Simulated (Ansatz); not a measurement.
Al₂Cu (Al2Cu type, space group I4/mcm)

```
Al2Cu
1.0
   -3.02979     3.02979     2.43726
    3.02979    -3.02979     2.43726
    3.02979     3.02979    -2.43726
Al Cu
4 2
Direct
  0.65828   0.15828   0.81655
  0.84172   0.65828   0.50000
  0.15828   0.34172   0.50000
  0.34172   0.84172   0.18345
  0.25000   0.25000   0.00000
  0.75000   0.75000   0.00000
```

The volume is varied about the relaxed value V₀ at fixed cell shape. The atoms relax within the cell's symmetry.

Level of theory: PBE (plane waves to 420 eV, PAW, scalar-relativistic; Ansatz, a program for electronic structure). k mesh 12×12×12 (Γ-centred), Fermi-Dirac smearing 0.05 eV. Energies are smeared free energies. Al2Cu is run without spin polarisation. Al2Cu was relaxed with its symmetry unable to fall. ΔE is measured from the relaxed starting cell.

| V (Å³/cell) | ΔE (kJ/mol of atoms) |
|---|---|
| 75.17 | 15.7 |
| 77.56 | ? |
| 79.95 | 6.3 |
| 82.33 | ? |
| 84.72 | 1.4 |
| 87.11 | 0.3 |
| 89.49 | 0.0 |
| 91.88 | 0.3 |
| 94.27 | 1.2 |
| 96.65 | 2.5 |
| 99.04 | 4.2 |
| 101.42 | 6.3 |
| 103.81 | ? |

Q: Fill in the missing entries.

A: 
- 77.56, ΔE (kJ/mol of atoms): 10.3
- 82.33, ΔE (kJ/mol of atoms): 3.3
- 103.81, ΔE (kJ/mol of atoms): 8.7

(A scan under strain: stresses follow from slopes of the energy per volume, elastic moduli from its curvatures.)
